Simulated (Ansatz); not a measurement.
A relaxed cell of Ga₄AsP₃ is given with its symmetry left out. The cell was found from a structure generator's guess, not taken from experiment.

Level of theory: DFT PBE, scalar-relativistic, plane waves, PAW (Ansatz 0.2.0). Cutoff 420 eV, Γ-centred mesh, Gaussian smearing, no spin polarisation.

```
Ga P As
1.0
     5.56378    0.00000    0.00000
     0.00000    5.56378    0.00000
     0.00000    0.00000    5.56378
Ga P As
4 3 1
Cartesian
  4.1979 4.1979 1.3659
  4.1979 1.3659 4.1979
  1.3659 4.1979 4.1979
  1.3659 1.3659 1.3659
  2.7819 0.0000 0.0000
  0.0000 2.7819 0.0000
  0.0000 0.0000 2.7819
  2.7819 2.7819 2.7819
```

Energies over the elements count from the elements' standard structures at the same level, with no fitted energy shifts. The references include black phosphorus.

(1) What space group does it have?

(2) What is its formation energy per atom?

(3) Is it a metal?

## Answers

(1) P-43m (No. 215), with P and As ordered on zinc blende sites. Conventional cell: a = 5.564 Å. Around Ga lie 3 P at 2.40 Å and 1 As at 2.45 Å; P is surrounded by 4 Ga at 2.40 Å; around As lie 4 Ga at 2.45 Å.

(2) −0.406 eV/atom. A negative formation energy is needed for stability but isn't enough: competing phases decide.

(3) No, the gap on the 6×6×6 mesh is 1.16 eV.

The last run used a 6×6×6 mesh for its 8-atom cell and Gaussian smearing of 0.02 eV. Kohn–Sham gaps at this level usually fall short of measured ones. The reference forms of As and P are held partly by dispersion forces, which this level lacks. A later test with randomly moved atoms came back to the same energy, though modes that don't fit the test's cell weren't probed.
